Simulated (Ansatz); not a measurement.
The cell below belongs to a search over invented structures; it isn't taken from experiment.

Input and command of a plane-wave DFT calculation in Ansatz:

```yaml
crystal:
  lattice:
    - [4.00444103, 2.31196511, 3.26163419]
    - [-4.00444103, 2.31196511, 3.26163419]
    - [0.0, -4.62393021, 3.26163419]
  atoms:
    - { symbol: Mg, position: [0.251366, 0.0, 0.748634] }
    - { symbol: Mg, position: [0.748634, 0.251366, 0.0] }
    - { symbol: Mg, position: [0.0, 0.748634, 0.251366] }
    - { symbol: Cd, position: [0.75817502, 0.75817502, 0.75817502] }
    - { symbol: Cd, position: [0.24182498, 0.24182498, 0.24182498] }
    - { symbol: Te, position: [0.24990701, 0.5, 0.75009299] }
    - { symbol: Te, position: [0.75009299, 0.24990701, 0.5] }
    - { symbol: Te, position: [0.5, 0.75009299, 0.24990701] }
basis:
  ecutwfc: 420
kpoints:
  mp_grid: { grid: [3, 3, 3] }
hamiltonian:
  xc: pbe
scf:
  occupations: { method: gaussian, width: 0.2 }
  lower_state_search: "off"
output:
  forces: true
  stress: true
  eigenvalues: true
relax:
  adjacent_minimum: "off"
  f_tol: 0.08
  max_steps: 16
  cell: { stress_tol: 0.8 }
```

```bash
ansatz run input.yaml --threads 1 --pin off --max-ram 2560MiB --backend cpu --events-out ev --progress --plain --runs-dir out
```

Processor: Intel(R) Xeon(R) Platinum 8375C CPU @ 2.90GHz (Ice Lake), 1 thread, on a host shared with other jobs.

Question: How long does it run, and how much memory does it take?

Answer: About 2.1 min, peak memory 0.53 GiB. It solves 71 bands at 6 k points (after reduction by symmetry) with about 4117 plane waves (on the last cell), in 105 SCF iterations over 17 ionic steps, the closing evaluation included.
